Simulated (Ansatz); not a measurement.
BeS, first-principles data

BeS:
```xyz
4
Lattice="3.4339 0.0000 0.0000 -1.7169 2.9738 0.0000 0.0000 0.0000 5.6609" Properties=species:S:1:pos:R:3 pbc="T T T"
Be     0.0000     1.9825     5.6580
S      1.7169     0.9913     0.7106
Be     1.7169     0.9913     2.8275
S      0.0000     1.9825     3.5411
```

Space group P6_3mc (No. 186), wurtzite; conventional cell a = b = 3.4339 Å, c = 5.6609 Å, α = β = 90.00°, γ = 120.00°.

Method: DFT-r²SCAN in the program Ansatz with PAW potentials. The cell and atoms are relaxed at this level. Other levels are named where they apply.

**Cell and energy**

* **Volume per atom**: 14.45 Å³
* **Density**: 2.36 g/cm³
* **Formation energy from the elements (no fitted shifts)**: -1.22 eV/atom

**Electronic structure**

* **Band gap**: 4.09 eV (indirect)
* **Valence-band maximum**: at Γ
* **Conduction-band minimum**: at K (2 equivalent valleys)
* **Smallest direct gap on the standard path**: 5.64 eV
* **Electron effective mass**: 0.30, 0.51, 0.51 mₑ (principal values)
* **Hole effective mass, band 1 of 2 at the edge**: 1.5 along x, 1.3 along z (mₑ)
* **Hole effective mass, band 2 of 2 at the edge**: 0.27 along x, 1.3 along z (mₑ)
* **HSE06 gap on the r²SCAN cell**: 4.65 eV

**Mechanics**

- Bulk modulus (Birch–Murnaghan fit): 97.1 GPa
- Pressure derivative B′: 3.7
- Elastic constants (relaxed ions, GPa): C11 = 196, C12 = 55.5, C13 = 36.2, C33 = 226, C44 = 58.2
- Mechanical stability: stable (all eigenvalues of C positive)
- Hill bulk and shear moduli: 97.1 and 69.0 GPa
- Young's modulus: 167 GPa
- Poisson's ratio: 0.21
- Debye temperature from the elastic constants: 731 K
- Piezoelectric stress constants (proper, relaxed ions, C/m²): e15 = e24 = e31 = e32 = -0.09, e33 = 0.31

**Charges**

Bader charges: Be +1.67, S -1.67 e

The start of the workflow was typed in or built on a structure type; neither database checked (COD, Materials Project) lists it. COD files the formula under space group No. 216. Its standing as an ambient phase is unchecked. The cell was relaxed with r²SCAN under the symmetry of its start; whether a distortion lowers the energy is not shown. Signs of piezoelectric constants follow the polarity of the cell as given. The references are the lowest solids computed at this level, not always the standard phases.

Potentials: the earlier of the program's two PAW sets.
